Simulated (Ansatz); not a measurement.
**Data sheet: Be4H (DFT)**

Be₄H:
```cif
data_HBe4
_chemical_formula_sum 'Be4 H1'
_space_group_name_H-M_alt 'P-3m1'
_space_group_IT_number 164
_space_group_name_Hall '-P 3 2"'
_cell_length_a 2.18197
_cell_length_b 2.18197
_cell_length_c 8.38567
_cell_angle_alpha 90.000
_cell_angle_beta 90.000
_cell_angle_gamma 120.000
loop_
_atom_site_label
_atom_site_type_symbol
_atom_site_symmetry_multiplicity
_atom_site_Wyckoff_symbol
_atom_site_fract_x
_atom_site_fract_y
_atom_site_fract_z
_atom_site_occupancy
Be1 Be 2 d 0.66667 0.33333 0.32730 1
Be2 Be 2 d 0.33333 0.66667 0.10734 1
H1 H 1 b 0.00000 0.00000 0.50000 1
```

Space group P-3m1 (No. 164); conventional cell a = b = 2.1820 Å, c = 8.3857 Å, α = β = 90.00°, γ = 120.00°.

Method: plane-wave PAW LDA (Ansatz code). Geometry: relaxed at this level of theory. Other levels are named where they apply.

Cell and energy:

```
Property                                                     Result
-----------------------------------------------------  ------------
Volume per atom                                             6.92 Å³
Density                                                  1.78 g/cm³
Formation energy from the elements (no fitted shifts)  0.22 eV/atom
```

Electronic structure:

```
Item                                                                        Result
------------------------------------  --------------------------------------------
Electronic character                                             metallic (no gap)
Density of states at the Fermi level  0.27 states/eV per atom (mean over ±0.08 eV)
```

Mechanics:

```
Property                              Value
----------------------------------  -------
Bulk modulus (Birch–Murnaghan fit)  120 GPa
Pressure derivative B′                  3.3
```

Phonons:

```
Property                                                  Value
-----------------------------  --------------------------------
Highest zone-centre frequency                         618 cm^-1
Zone-centre stability          unstable, softest mode 711i cm⁻¹
```

The start of the workflow was typed in or built on a structure type; neither database checked (COD, Materials Project) lists it. Its standing as an ambient phase is unchecked. Symmetry was held in the LDA relaxation. Its formation energy is positive at this level, so the cell may be metastable or incomplete. A crystal of weakly bound units computed without a dispersion correction: the cell and the soft elastic constants depend strongly on that. As this level gives no gap, phonon frequencies hold no LO–TO term and depend on the k-mesh and smearing (Fermi–Dirac, 0.1 eV here). On the denser mesh and wider smearing of the elastic run this cell carries a stress of 0.5 GPa. The references are the lowest solids computed at this level, not always the standard phases (solids in place of the gases).

Potentials: the earlier of the program's two PAW sets. The files were generated under PBE; for other functionals the program regenerates the frozen cores, and for LDA and PBEsol the local potential too.
